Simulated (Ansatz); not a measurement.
## Bi2Se3 — electrostatic potentials at the Se nuclei

Cell: an entry of the Crystallography Open Database (COD), its atoms then relaxed with PBE in this cell.

```
Bi Se
1.0
     2.07150    1.19598    9.54533
    -2.07150    1.19598    9.54533
     0.00000   -2.39196    9.54533
Bi Se
2 3
Direct
  0.40061 0.40061 0.40061
  0.59939 0.59939 0.59939
  0.00000 0.00000 0.00000
  0.21115 0.21115 0.21115
  0.78885 0.78885 0.78885
```

Atoms are numbered from 1 in the order listed; like atoms form one site, named after its first atom.

Level of theory: DFT, LDA, plane waves and PAW, scalar-relativistic, 420 eV cutoff, Γ-centred 9×9×9 k-points, Fermi–Dirac smearing 0.02 eV (Ansatz 0.2.0).

The potential at a nucleus is that of all electrons and the other nuclei. A higher potential binds the core electrons more strongly, so differences between sites of one element are the initial-state part of core-level shifts.

Task: Rank the Se sites by the potential at the nucleus, lowest first, and give each against the lowest.
A. atom 4: 3 Bi at 2.86 Å
B. atom 3: 6 Bi at 3.07 Å

Result: B (0.00 V), A (0.15 V).
